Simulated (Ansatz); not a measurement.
Input file for Ansatz (a program for electronic structure):

Ansatz 0.2 input:
```yaml
crystal:
  lattice:
    - [7.9647362575, 0.0, 0.0]
    - [-3.9823681288, 6.8976639335, 0.0]
    - [0.0, 0.0, 3.3227481931]
  atoms:
    - { symbol: Zr, position: [0.2496915233, 0.0, 0.5], spin: -0.34 }
    - { symbol: Zr, position: [0.7503084767, 0.7503084767, 0.5], spin: -0.34 }
    - { symbol: Zr, position: [0.0, 0.2496915233, 0.5], spin: -0.34 }
    - { symbol: Al, position: [0.3333333333, 0.6666666667, 0.5], spin: -0.03 }
    - { symbol: Al, position: [0.6666666667, 0.3333333333, 0.5], spin: -0.03 }
    - { symbol: Fe, position: [0.0, 0.0, 0.0], spin: 1.33 }
    - { symbol: Zr, position: [0.6016378244, 0.0, 0.0], spin: -0.08 }
    - { symbol: Zr, position: [0.3983621756, 0.3983621756, 0.0], spin: -0.08 }
    - { symbol: Zr, position: [0.0, 0.6016378244, 0.0], spin: -0.08 }
kpoints:
  mp_grid: { grid: [6, 6, 12] }
hamiltonian:
  xc: r2scan
  pseudopotentials: { kind: paw }
magnetization: { spin_polarized: true }
scf:
  occupations: { method: gaussian, width: 0.1 }
checkpoint: { read: metal.run }
output: { write_density: true, elf: true, volumetric_format: npy }
basis: { fft_grid_basis: typed }
```

Output (shortened):

```
Pseudopotential: Zr, paw, valence charge 12
Pseudopotential: Al, paw, valence charge 3
Pseudopotential: Fe, paw, valence charge 16
Functional definition: r2SCAN
Crystal: 9 atoms, lattice volume = 182.545 Å³
Basis set: ecut = 500 eV, 4615 PW (Γ), exchange–correlation on 240×240×100 points (64 copies of the dense FFT grid, shifted against one another)
Bands: 58, of which v1, the nominal top of the filled ones, is band 47 counted from 1 (46 counted from 0)
Symmetry: 12 space group operations
Space group: P-62m (ITA 189), of the structure as read, at distance tolerance 5.7e-5 Å
k-points: 49 of 432 (time reversal used)
Stability of the state it starts from, as read at its close in the collinear treatment (another_mixer)
Starting moments: Σ|m| = 2.65 μB on 9 of 9 sites; this step starts from the density that it was given
iter 1 solved again at ethr=3.14e-6 eV; its pass at ethr=3.10e-3 eV (dr2=2.95e-3 eV) is discarded
SCF iter   1: F=—  HF=-30739.338734 eV  |F-HF|=—  |Δ(HF+E_count)|=         —  Δρ=1.38e-6 (↑1.18e-6 ↓1.38e-6)  dr2=2.40e-9  dr2_τ=8.46e-10  dr2_m=3.01e-10  M=-0.080 μB ∫|m|=2.727 μB  β_m=1.20  ethr=3.14e-6  ⟨swp⟩=2.3  Hψ=31603  notcnv=0
preconditioner: auto → Kerker (q_TF=auto, 2.443 Å⁻¹)
spin=Collinear: Kerker preconditioning applied to the charge; magnetization (m = ρ↑ − ρ↓) channel mixes plain (no charge-response kernel on spin).
SCF iter   2: F=—  HF=-30739.338699 eV  |F-HF|=—  |Δ(HF+E_count)|=   3.50e-5  Δρ=7.69e-7 (↑5.76e-7 ↓7.69e-7)  dr2=1.35e-9  dr2_τ=7.36e-10  dr2_m=2.68e-10  M=-0.080 μB ∫|m|=2.727 μB  β_m=1.20  ethr=2.55e-12  ⟨swp⟩=8.6  Hψ=26445  notcnv=0  κ⁻¹=1.0e0(r=1)
SCF iter   3: F=-30739.338699 eV  HF=-30739.338699 eV  |F-HF|=1.09e-11  |Δ(HF+E_count)|=  6.48e-10  Δρ=3.29e-7 (↑2.89e-7 ↓3.29e-7)  dr2=2.42e-10  dr2_τ=1.31e-10  dr2_m=4.73e-11  M=-0.080 μB ∫|m|=2.727 μB  ethr=1.43e-12  ⟨swp⟩=1.0  Hψ=16109  notcnv=0
SCF 1 converged in 3 iterations: F = -30739.338699 eV  dr2 = 2.42e-10
Stability not checked (another_mixer)
SCF converged after 3 iterations
Magnetization: -0.0803 μB (46.9598 up, 47.0402 down)
Absolute magnetization: 2.7276 μB (∫|ρ↑−ρ↓|, with the PAW one-centre terms)
Spin contamination: 0.7067 ħ² per cell (⟨S²⟩ above its minimum at these occupations)
Per-site moments (μB) at R_I (Å): [(-0.15375216819036916, 1.0689402049667105), (-0.15375216819036877, 1.0689402049667105), (-0.15375216819036885, 1.0689402049667105), (-0.012099434448271568, 1.2168332369274788), (-0.012099434448271407, 1.2168332369274788), …
Free energy (F): -30739.338699 eV
Harris-Foulkes:  -30739.338699 eV  (|F-HF|=1.09e-11)
Internal energy: -30739.288602 eV  (E = F + TS)
E sigma→0 (E₀):  -30739.313651 eV
Entropy (-TS):   -0.050097 eV (-5.566 meV/atom)
Fermi energy:    12.935278 eV
--- Per-component energies (eV) ---
  E_band       = -966.134854
  E_kinetic    = 2393.830426
  E_local      = -8335.590200  (includes V_loc(G=0)·N_el)
  E_nonlocal   = 715.529339
  E_hartree    = 3240.262425
  E_xc         = -1120.183964
  E_vxc        = -1495.716017  (∫ρ·V_xc dr)
  E_paw        = -20150.260713  (= ΣΔE_a)
  E_vpaw       = -813.791611  (= ΣTr[D̂ρ^β])
  E_aug_tail   = 0.000321  (compensation charges beyond the density's cutoff)
  E_vtau       = 89.076975  (kinetic-family band-sum trace: ∫τ·v_τ [+ j·A + Jᵃ·Aᵃ] dr)
  E_ewald      = -7481.478095
  E_core_change = -1.398141  (= ΣΔE_core)
  E_smearing   = -0.050097  (= −TS)
  E_closure    =  0.000000  (closes the sum)
  Σ components = -30739.338699   (vs F -30739.338699, Δ=0.00e0)
  [band-id]    e_kinetic+e_local+e_nonlocal+2·e_hartree+e_vxc+e_vpaw+e_augmentation_tail+e_vtau = -966.135916   (vs E_band -966.134854, Δ=-1.06e-3)
--- Band table (eV; the first three rows and the last of 98) ---
  k-point 0 ↑: bands = ["-77.8822", "-42.6742", "-42.5697", "-42.5697", "-37.3457", "-37.3298", "-37.3298", "-37.0325", "-37.0266", "-37.0266", "-14.8901", "-14.8746", "-14.8512", "-14.8512", "-14.7438", "-14.7438", "-14.4617", "-14.4357", "-14.4357", …
  k-point 1 ↑: bands = ["-77.8822", "-42.6752", "-42.5695", "-42.5695", "-37.3426", "-37.3275", "-37.3275", "-37.0309", "-37.0247", "-37.0247", "-14.8806", "-14.8648", "-14.8438", "-14.8438", "-14.7440", "-14.7440", "-14.4897", "-14.4897", "-14.4864", …
  k-point 2 ↑: bands = ["-77.8821", "-42.6779", "-42.5689", "-42.5689", "-37.3341", "-37.3214", "-37.3214", "-37.0265", "-37.0196", "-37.0196", "-14.8537", "-14.8376", "-14.8256", "-14.8256", "-14.7456", "-14.7456", "-14.5825", "-14.5825", "-14.5508", …
  k-point 48 ↓: bands = ["-75.9272", "-40.7391", "-40.6497", "-40.6497", "-37.3300", "-37.3300", "-37.3290", "-37.1506", "-37.1425", "-37.1425", "-15.0301", "-14.9483", "-14.9483", "-14.9251", "-14.9251", "-14.9000", "-14.7268", "-14.7127", "-14.7127", …
```

Cost: around 2.4 core-minutes (rough) on shared cores.

The workflow started from an entry of the Crystallography Open Database (COD). Whether it is the stable phase at ambient conditions was not checked. The cell was relaxed with r²SCAN under the symmetry of its start, as lowered by the spin order; whether a distortion lowers the energy is not shown. Spin order of the final state: antiferromagnetic, the only order run, not a proven ground state. Other orbital occupations within this spin state were not tried. For itinerant 3d metals, meta-GGAs of the SCAN family and hybrids are commonly reported to give too large moments. Point labels and valley counts follow the cell and symmetry of the run, lower than the named group. Scalar-relativistic: spin–orbit coupling is off unless named, which matters more the heavier the elements.

Potentials: the later of the program's two PAW sets.

Ansatz is a plane-wave DFT program.
